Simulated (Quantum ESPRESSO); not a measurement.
## Pt4PdAu2Ag (finding a planted mistake in a log)

Computed values, not a measurement. The program is pw.x of Quantum ESPRESSO 7.5 (plane-wave density functional theory). The cell is made up: eight metal atoms on a hexagonal close-packed lattice, with elements, volume, strain and displacements drawn at random and not relaxed, so it may be unstable or far from any real phase. PseudoDojo standard norm-conserving files set the functional (PBE unless stated); there is no spin polarisation or spin-orbit coupling, the Fermi-Dirac width of 0.25 eV means electrons at about 2900 K, and the masses in the input are unused placeholders. Heavy elements are run without spin-orbit coupling, which real alloys of them have. A spin test at this wide smearing found no moment, but such smearing suppresses magnetism that the real alloy may have.

Intended input:

```
&control calculation='scf', pseudo_dir='./dojo.nc.sr.pbe.v0_5.standard.upf', outdir='./o', disk_io='minimal', tprnfor=.true., tstress=.true. /
&system ibrav=0, nat=8, ntyp=4, nbnd=88, ecutwfc=84.00895049, nosym=.true., tot_charge=0,
 occupations='smearing', smearing='fd', degauss=0.0183746611
/
&electrons conv_thr=1.470e-08, electron_maxstep=70, mixing_beta=0.5 /
ATOMIC_SPECIES
Ag 1.0 Ag.upf
Au 1.0 Au.upf
Pd 1.0 Pd.upf
Pt 1.0 Pt.upf
CELL_PARAMETERS angstrom
0.0 0.0 -4.6251
0.0 4.8742 0.0
5.6282 0.0 0.0
ATOMIC_POSITIONS angstrom
Pt -0.0884 -0.0086 0.0425
Pt 2.7584 -0.0015 0.0387
Pt 1.334 2.5509 0.0648
Pd 4.138 2.4015 -0.0339
Au -0.0364 1.5865 -2.332
Pt 2.6016 1.5802 -2.3916
Ag 1.4202 4.1099 -2.0944
Au 4.2655 4.0811 -2.3391
K_POINTS automatic
5 5 4 1 1 1
```

The log is shortened where brackets say so; the opening notice, blank lines, dates and the lines on written files are dropped, and the path of the files is cut. It prints rydbergs, bohrs and kilobars, and counts compression as positive stress. Its total energy is the free energy E - TS of the whole cell.

Log of the intended run:

```
     Program PWSCF v.7.5
     Parallel version (MPI & OpenMP), running on       4 processor cores
     Number of MPI processes:                 4
     Threads/MPI process:                     1
     [start-up lines left out]
     bravais-lattice index     =            0
     lattice parameter (alat)  =       8.7402  a.u.
     unit-cell volume          =     856.2303 (a.u.)^3
     number of atoms/cell      =            8
     number of atomic types    =            4
     number of electrons       =       147.00
     number of Kohn-Sham states=           88
     kinetic-energy cutoff     =      84.0090  Ry
     charge density cutoff     =     336.0358  Ry
     scf convergence threshold =      1.5E-08
     mixing beta               =       0.5000
     number of iterations used =            8  plain     mixing
     Exchange-correlation= PBE
                           (   1   4   3   4   0   0   0)
     [axes and pseudopotential details left out]
   Cartesian axes
     site n.     atom                  positions (alat units)
         1        Pt     tau(   1) = (  -0.0191131  -0.0018594   0.0091890  )
         2        Pt     tau(   2) = (   0.5963979  -0.0003243   0.0083674  )
         3        Pt     tau(   3) = (   0.2884262   0.5515340   0.0140105  )
         4        Pd     tau(   4) = (   0.8946834   0.5192320  -0.0073296  )
         5        Au     tau(   5) = (  -0.0078701   0.3430196  -0.5042053  )
         6        Pt     tau(   6) = (   0.5624959   0.3416575  -0.5170915  )
         7        Ag     tau(   7) = (   0.3070636   0.8886078  -0.4528335  )
         8        Au     tau(   8) = (   0.9222503   0.8823809  -0.5057404  )
     number of k points=    50  Fermi-Dirac smearing, width (Ry)=  0.0184
                       cart. coord. in units 2pi/alat
        k(    1) = (   0.1027216   0.0948894  -0.1000000), wk =   0.0400000
        k(    2) = (   0.3081647   0.0948894  -0.1000000), wk =   0.0400000
     [further k points left out]
     Dense  grid:    89041 G-vectors     FFT dimensions: (  54,  54,  64)
     Estimated max dynamical RAM per process >     379.26 MB
     Estimated total dynamical RAM >       1.42 GB
     Initial potential from superposition of free atoms
     starting charge     146.9985, renormalised to     147.0000
     Starting wfcs are   79 randomized atomic wfcs +    9 random wfcs
     total cpu time spent up to now is        4.8 secs
     per-process dynamical memory:   291.0 Mb
     Self-consistent Calculation
     iteration #  1     ecut=    84.01 Ry     beta= 0.50
     Davidson diagonalization with overlap
     ethr =  1.00E-02,  avg # of iterations =  3.0
     total cpu time spent up to now is       18.7 secs
     total energy              =   -2216.18622669 Ry
     estimated scf accuracy    <       3.97104827 Ry
     iteration #  2     ecut=    84.01 Ry     beta= 0.50
     Davidson diagonalization with overlap
     ethr =  2.70E-03,  avg # of iterations =  3.0
     total cpu time spent up to now is       33.1 secs
     total energy              =   -2217.73558789 Ry
     estimated scf accuracy    <      11.80108450 Ry
     [iterations 3 to 13 left out]
     iteration # 14     ecut=    84.01 Ry     beta= 0.50
     Davidson diagonalization with overlap
     ethr =  1.19E-10,  avg # of iterations =  2.0
     total cpu time spent up to now is      172.2 secs
     total energy              =   -2218.53890650 Ry
     estimated scf accuracy    <       0.00000006 Ry
     iteration # 15     ecut=    84.01 Ry     beta= 0.50
     Davidson diagonalization with overlap
     ethr =  4.33E-11,  avg # of iterations =  2.0
     total cpu time spent up to now is      183.7 secs
     End of self-consistent calculation
     [lines on levels left out]
!    total energy              =   -2218.53890650 Ry
     estimated scf accuracy    <       0.00000001 Ry
     smearing contrib. (-TS)   =      -0.10471736 Ry
     internal energy E=F+TS    =   -2218.43418915 Ry
     The total energy is F=E-TS. E is the sum of the following terms:
     one-electron contribution =    -579.28157904 Ry
     hartree contribution      =     384.17270513 Ry
     xc contribution           =    -383.30728235 Ry
     ewald contribution        =   -1640.01803288 Ry
     convergence has been achieved in  15 iterations
     Forces acting on atoms (cartesian axes, Ry/au):
     atom    1 type  4   force =     0.00648594    0.01226154   -0.00445920
     atom    2 type  4   force =     0.01124809    0.02439913    0.00992225
     atom    3 type  4   force =     0.00457353   -0.03912241   -0.00266015
     atom    4 type  3   force =    -0.00862434    0.00531314   -0.00279726
     atom    5 type  2   force =    -0.03400031    0.02904599    0.01718911
     atom    6 type  4   force =     0.06264284    0.02727139    0.02817505
     atom    7 type  1   force =    -0.00708263   -0.03330169   -0.06382294
     atom    8 type  2   force =    -0.03524311   -0.02586708    0.01845315
     Total force =     0.133950     Total SCF correction =     0.000618
     Computing stress (Cartesian axis) and pressure
          total   stress  (Ry/bohr**3)                   (kbar)     P=       97.19
   0.00052867   0.00008158  -0.00000645           77.77       12.00       -0.95
   0.00008158   0.00060226  -0.00004437           12.00       88.60       -6.53
  -0.00000645  -0.00004437   0.00085107           -0.95       -6.53      125.20
     init_run     :      4.53s CPU      4.74s WALL (       1 calls)
     electrons    :    174.42s CPU    178.95s WALL (       1 calls)
     forces       :      2.34s CPU      2.36s WALL (       1 calls)
     stress       :      7.91s CPU      8.07s WALL (       1 calls)
     [timing details left out]
     PWSCF        :   3m 9.30s CPU   3m14.23s WALL
     JOB DONE.
```

A second run was made from an input with one planted mistake. Its log:

```
     Program PWSCF v.7.5
     Parallel version (MPI & OpenMP), running on       4 processor cores
     Number of MPI processes:                 4
     Threads/MPI process:                     1
     [start-up lines left out]
     bravais-lattice index     =            0
     lattice parameter (alat)  =       8.7402  a.u.
     unit-cell volume          =     856.2303 (a.u.)^3
     number of atoms/cell      =            8
     number of atomic types    =            4
     number of electrons       =       147.00
     number of Kohn-Sham states=           88
     kinetic-energy cutoff     =      84.0090  Ry
     charge density cutoff     =     336.0358  Ry
     scf convergence threshold =      1.5E-08
     mixing beta               =       0.5000
     number of iterations used =            8  plain     mixing
     Exchange-correlation= PBE
                           (   1   4   3   4   0   0   0)
     [axes and pseudopotential details left out]
   Cartesian axes
     site n.     atom                  positions (alat units)
         1        Pt     tau(   1) = (  -0.0191131  -0.0018594   0.0091890  )
         2        Pt     tau(   2) = (   0.5963979  -0.0003243   0.0083674  )
         3        Pt     tau(   3) = (   0.2884262   0.5515340   0.0140105  )
         4        Pd     tau(   4) = (   0.8946834   0.5192320  -0.0073296  )
         5        Au     tau(   5) = (  -0.0078701   0.3430196  -0.5042053  )
         6        Pt     tau(   6) = (   0.5624959   0.3416575  -0.5170915  )
         7        Au     tau(   7) = (   0.3070636   0.8886078  -0.4528335  )
         8        Ag     tau(   8) = (   0.9222503   0.8823809  -0.5057404  )
     number of k points=    50  Fermi-Dirac smearing, width (Ry)=  0.0184
                       cart. coord. in units 2pi/alat
        k(    1) = (   0.1027216   0.0948894  -0.1000000), wk =   0.0400000
        k(    2) = (   0.3081647   0.0948894  -0.1000000), wk =   0.0400000
     [further k points left out]
     Dense  grid:    89041 G-vectors     FFT dimensions: (  54,  54,  64)
     Estimated max dynamical RAM per process >     379.26 MB
     Estimated total dynamical RAM >       1.42 GB
     Initial potential from superposition of free atoms
     starting charge     146.9985, renormalised to     147.0000
     Starting wfcs are   79 randomized atomic wfcs +    9 random wfcs
     total cpu time spent up to now is        5.0 secs
     per-process dynamical memory:   291.0 Mb
     Self-consistent Calculation
     iteration #  1     ecut=    84.01 Ry     beta= 0.50
     Davidson diagonalization with overlap
     ethr =  1.00E-02,  avg # of iterations =  3.0
     total cpu time spent up to now is       19.6 secs
     total energy              =   -2216.54616770 Ry
     estimated scf accuracy    <       3.43932373 Ry
     iteration #  2     ecut=    84.01 Ry     beta= 0.50
     Davidson diagonalization with overlap
     ethr =  2.34E-03,  avg # of iterations =  3.0
     total cpu time spent up to now is       34.0 secs
     total energy              =   -2217.89932173 Ry
     estimated scf accuracy    <       9.53729382 Ry
     [iterations 3 to 14 left out]
     iteration # 15     ecut=    84.01 Ry     beta= 0.50
     Davidson diagonalization with overlap
     ethr =  1.02E-10,  avg # of iterations =  1.8
     total cpu time spent up to now is      184.3 secs
     total energy              =   -2218.53835771 Ry
     estimated scf accuracy    <       0.00000003 Ry
     iteration # 16     ecut=    84.01 Ry     beta= 0.50
     Davidson diagonalization with overlap
     ethr =  2.34E-11,  avg # of iterations =  2.0
     total cpu time spent up to now is      195.9 secs
     End of self-consistent calculation
     [lines on levels left out]
!    total energy              =   -2218.53835771 Ry
     estimated scf accuracy    <       0.00000001 Ry
     smearing contrib. (-TS)   =      -0.10448527 Ry
     internal energy E=F+TS    =   -2218.43387244 Ry
     The total energy is F=E-TS. E is the sum of the following terms:
     one-electron contribution =    -579.26230502 Ry
     hartree contribution      =     384.17140431 Ry
     xc contribution           =    -383.32493884 Ry
     ewald contribution        =   -1640.01803288 Ry
     convergence has been achieved in  16 iterations
     Forces acting on atoms (cartesian axes, Ry/au):
     atom    1 type  4   force =     0.00468650    0.01369464   -0.00127688
     atom    2 type  4   force =     0.01213634    0.02604337    0.01368568
     atom    3 type  4   force =     0.00329821   -0.03525212    0.00017622
     atom    4 type  3   force =    -0.00659925    0.00040117   -0.00117176
     atom    5 type  2   force =    -0.04410369    0.02892084    0.01554480
     atom    6 type  4   force =     0.06521226    0.02984728    0.02584186
     atom    7 type  2   force =    -0.00382948   -0.03973331   -0.06844278
     atom    8 type  1   force =    -0.03080088   -0.02392187    0.01564286
     Total force =     0.139286     Total SCF correction =     0.000472
     Computing stress (Cartesian axis) and pressure
          total   stress  (Ry/bohr**3)                   (kbar)     P=      102.65
   0.00054798   0.00008013  -0.00000335           80.61       11.79       -0.49
   0.00008013   0.00064839  -0.00005004           11.79       95.38       -7.36
  -0.00000335  -0.00005004   0.00089706           -0.49       -7.36      131.96
     init_run     :      4.62s CPU      4.90s WALL (       1 calls)
     electrons    :    185.85s CPU    190.90s WALL (       1 calls)
     forces       :      2.44s CPU      2.45s WALL (       1 calls)
     stress       :      7.93s CPU      8.10s WALL (       1 calls)
     [timing details left out]
     PWSCF        :   3m20.96s CPU   3m26.49s WALL
     JOB DONE.
```

Question: the log repeats what the program read. Compare it with the intended run: what was wrong in the second input?

Answer: two atoms have their elements exchanged. The input lines that differ:

```
- Ag 1.4202 4.1099 -2.0944
- Au 4.2655 4.0811 -2.3391
+ Au 1.4202 4.1099 -2.0944
+ Ag 4.2655 4.0811 -2.3391
```

|  | intended run | run with the mistake |
| --- | --- | --- |
| free energy (eV) | -30184.760 | -30184.752 |
| entropy term -TS, part of it (eV) | -1.425 | -1.422 |
| pressure (GPa) | 9.72 | 10.27 |
| size of the largest force component (eV/Å) | 1.641 | 1.760 |
| largest change of a force component (eV/Å) |  | 0.260 |
| iterations | 15 | 16 |

For scale, a rerun of the intended cell at a higher cutoff and on a denser mesh moved values by no more than 0.014 eV in energy, 0.25 GPa in stress and 0.015 eV/Å in force, and a second program with other atomic files agreed on that cell to 2 % rms in force and 0.5 GPa in pressure.